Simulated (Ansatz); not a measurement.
The relaxed structure here is a generated cell of InP: the first start was made by placing the elements on the sites of a structure type, and the end was not matched to a known phase here, so it may be hypothetical. Known forms of InP include space group No. 216.

The end point of a relaxation of InP. Space group C2/m (No. 12). The numbers are results of r2SCAN (plane waves to 500 eV, PAW, scalar-relativistic; Ansatz, a first-principles code), not measurements.

```cif
data_In8P8
_chemical_formula_sum 'In8 P8'
_space_group_name_H-M_alt 'C2/m'
_space_group_IT_number 12
_space_group_name_Hall '-C 2y'
_cell_length_a 12.60508
_cell_length_b 4.15727
_cell_length_c 8.25151
_cell_angle_alpha 90.000
_cell_angle_beta 97.283
_cell_angle_gamma 90.000
loop_
_atom_site_label
_atom_site_type_symbol
_atom_site_symmetry_multiplicity
_atom_site_Wyckoff_symbol
_atom_site_fract_x
_atom_site_fract_y
_atom_site_fract_z
_atom_site_occupancy
In1 In 4 i 0.14091 0.50000 0.22357 1
In2 In 4 i 0.13727 0.00000 0.70377 1
P1 P 4 i 0.41244 0.00000 0.47926 1
P2 P 4 i 0.02548 0.00000 0.13146 1
```
(The calculation used a cell of 8 atoms; values per cell refer to that cell.)

**Question.** What is the computed band gap (r2SCAN)?

**Answer.** 0.71 eV, indirect (valence top at Y2, conduction bottom at k = (0.375, 0.375, -0.25)) (no spin-orbit coupling).

**Question.** What smallest direct gap does r2SCAN give?

**Answer.** 0.96 eV at Y2.

No spin polarisation in the result.

It was reached from a disturbed copy of a Fd-3m (No. 227) cell (AFLOW prototype AB_cF16_227_a_b (B32, as in NaTl)), against which it lies -0.77 eV/atom.
